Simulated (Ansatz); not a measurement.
C:
```
CELL_PARAMETERS angstrom
     -2.23466     2.23466     2.23466
      2.23466    -2.23466     2.23466
      2.23466     2.23466    -2.23466
ATOMIC_POSITIONS crystal
  C  0.50000 0.00000 0.31302
  C  0.68698 0.50000 0.00000
  C  0.31302 0.50000 0.00000
  C  0.00000 0.68698 0.50000
  C  0.00000 0.31302 0.50000
  C  0.50000 0.00000 0.68698
  C  0.18698 0.18698 0.18698
  C  0.81302 0.81302 0.81302
```

Relaxed with r²SCAN.

Map the valence electron density (e/Å³), cut off at 2 on the plane through (0.500, 0.000, 0.313) spanned by u = [1, 1, 0] and v = [1, 0, 1] in lattice vectors, from r²SCAN in the plane-wave PAW code Ansatz.

x is the fraction of u, y of v (the angle between them is 90°; rows are the nearest grid lines); atoms in the plane: C at (0.00, 0.00), C at (0.50, 0.69), C at (0.31, 0.19), C at (0.81, 0.50).
```
|#%%*=-::---:..   .:+%%#|
|%%#+:....::::.    :=#%%|
|%%*-.   ..:-:.    .:+#%|
|*+=:    .:-==:.    .-+*|
|=-:.    .-+**=:    .:-=|
|-:.    .-+#@%*-.   ..:-|
|::.    :=#%%%#+:....:::|
|:..   .:+%%#%@*=-::---:|
|-.    .-*@@%@@#*+++++=-|
|-.    .-+#%%%###%%%@#+-|
|-.   ..-=+++++*#@%%@@+-|
|:.   ..:--:::-=*@%#%%+:|
|.    .::::....:+%%%%*-.|
|.    .:-:.    .-*%%#+:.|
|    .:==-:.    :=**+-. |
|   .:=**+-.    .:-=-:. |
|   .-*%%#+:.    .:-:.  |
|...-+%%%%*=.    .::::..|
|::-=#@%#%%+:.   ..:---:|
|+++*#@@%@@+-.   ..-=+++|
|%%%###%%%#+-.    .-+%@%|
|%@@#*+++++=:.    .-*@@%|
|#%%*=-::---:..   .:+%%#|
```
Scale: ten equal steps from 0.174 (start of ' ') to 1.83 (end of '@'), in the order ' .:-=+*#%@'; x runs from 0.000 to 1.00, y from 0.000 (bottom) to 1.00 (top).

The density is the valence pseudo-density with augmentation charge, so density and ELF within about 1 Å of a nucleus are not all-electron values.

Space group Ia-3. The start of the workflow was typed in or built on a structure type; neither database checked (COD, Materials Project) lists it. It is not the phase usual at ambient conditions (space group No. 194, 227). The r²SCAN relaxation kept the symmetry of its start; its stability against distortions is not shown here.

Potentials: the earlier of the program's two PAW sets.
